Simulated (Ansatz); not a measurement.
**What a trial cell of Ba₆Br relaxes into**

These are results of DFT PBE, scalar-relativistic, plane waves, PAW (Ansatz 0.2.0), not measurements. Cutoff 420 eV, Gaussian smearing, Γ-centred meshes. Cell and atoms relax first on a coarse mesh and then on a finer one. In between, the cell is made exact in the group found at 0.06 Å. In metals the finer mesh still leaves noise of several meV/atom or more. The steps can't lower the symmetry of their start. No spin polarisation.

The cell of Ba₆Br is invented: random cell by space group and Wyckoff sites (F-43m, No. 216). Lengths were set from tabulated atomic sizes, so they are only a guess.

```cif
data_structure
_symmetry_space_group_name_H-M 'F-43m'
_symmetry_Int_Tables_number 216
_cell_length_a 9.9435
_cell_length_b 9.9435
_cell_length_c 9.9435
_cell_angle_alpha 90.000
_cell_angle_beta 90.000
_cell_angle_gamma 90.000
_cell_volume 983.15
loop_
_atom_site_label
_atom_site_type_symbol
_atom_site_symmetry_multiplicity
_atom_site_Wyckoff_symbol
_atom_site_fract_x
_atom_site_fract_y
_atom_site_fract_z
_atom_site_occupancy
Ba1 Ba 4 a 0.00000 0.00000 0.00000 1
Ba2 Ba 16 e 0.40212 0.09788 0.90212 1
Ba3 Ba 4 c 0.25000 0.25000 0.25000 1
Br1 Br 4 d 0.25000 0.25000 0.75000 1
```

Formation energies are uncorrected and refer to the elements' standard structures at the same level. The references include crystalline Br.

**Question.** Where does the relaxation end?

**Answer.** The symmetry stays F-43m (No. 216). The volume per atom grows by 125.0 %, from 35.1 to 79.0 Å³. The shortest distance goes from 2.62 Å (Ba–Br) to 3.07 Å (Ba–Br). The energy falls by about 1.3 eV/atom (the start's value is from the coarse mesh). The end is written in a standard setting, so origin, axes and order of atoms can differ from the start's. Conventional cell: a = 13.029 Å. Ba on a site of symmetry -43m is surrounded by 16 Ba at 5.45–5.64 Å and 4 Br at 5.64 Å; Ba on a site of symmetry 3m is surrounded by 1 Br at 3.07 Å, 3 Ba at 4.21 Å, 3 Ba at 5.01 Å and 6 Ba at 5.36–5.45 Å; Ba on a second site of symmetry -43m is surrounded by 16 Ba at 5.36–5.64 Å; Br has 4 Ba at 3.07 Å and 4 Ba at 5.64 Å.

```cif
data_structure
_symmetry_space_group_name_H-M 'F-43m'
_symmetry_Int_Tables_number 216
_cell_length_a 13.0292
_cell_length_b 13.0292
_cell_length_c 13.0292
_cell_angle_alpha 90.000
_cell_angle_beta 90.000
_cell_angle_gamma 90.000
_cell_volume 2211.81
loop_
_atom_site_label
_atom_site_type_symbol
_atom_site_symmetry_multiplicity
_atom_site_Wyckoff_symbol
_atom_site_fract_x
_atom_site_fract_y
_atom_site_fract_z
_atom_site_occupancy
Ba1 Ba 4 a 0.00000 0.00000 0.00000 1
Ba2 Ba 16 e 0.88589 0.38589 0.11411 1
Ba3 Ba 4 c 0.25000 0.25000 0.25000 1
Br1 Br 4 d 0.25000 0.25000 0.75000 1
```

**Question.** Give its energy and gap.

**Answer.**

| Property | Result |
| --- | --- |
| Energy over the elements | −0.12 eV/atom |
| Gap on the 6×6×6 mesh of the 7-atom cell | 0 eV (a metal) |

It lies below the elements, which doesn't yet make it stable against other compounds or structures.

The last run used Gaussian smearing of 0.10 eV. The cell is a metal run without spin; a magnetic state may lie lower. The reference form of Br is held partly by dispersion forces, which this level lacks. Symmetry constrained the relaxation, so the result can be a saddle point.
